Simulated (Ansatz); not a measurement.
Input and command of a plane-wave DFT calculation in Ansatz:

```yaml
crystal:
  lattice:
    - [4.1922632752, 0.0, 0.0]
    - [0.0, 4.1922632752, 0.0]
    - [0.0, 0.0, 8.6212303934]
  atoms:
    - { symbol: Sr, position: [0.0, 0.5, 0.6688443149] }
    - { symbol: Sr, position: [0.5, 0.0, 0.3311556851] }
    - { symbol: Sn, position: [0.5, 0.0, 0.9486213624] }
    - { symbol: Sn, position: [0.0, 0.5, 0.0513786376] }
    - { symbol: P, position: [0.0, 0.5, 0.3296139512] }
    - { symbol: P, position: [0.5, 0.0, 0.6703860488] }
basis:
  ecutwfc: 500
kpoints:
  mp_grid: { grid: [8, 8, 4] }
hamiltonian:
  xc: r2scan
scf:
  occupations: { method: gaussian, width: 0.1 }
output:
  forces: true
  stress: true
  eigenvalues: true
relax:
  adjacent_minimum: "off"
  f_tol: 0.01
  max_steps: 30
  cell: { stress_tol: 0.1, fix: [volume] }
```

```bash
ansatz run input.yaml --threads 2 --pin off --max-ram 5120MiB --backend cpu --events-out ev --progress --plain --runs-dir out
```

Processor: Arm Neoverse V2, 2 threads, on a host shared with other jobs.

Problem. How long does it run, and how much memory does it take?

Solution. About 83 s on 2 threads of Arm Neoverse V2, on a shared host, peak memory 0.83 GiB. It solves 35 bands at 45 k points (the mesh reduced by symmetry) with about 3847 plane waves, in 36 SCF iterations over 6 ionic steps.
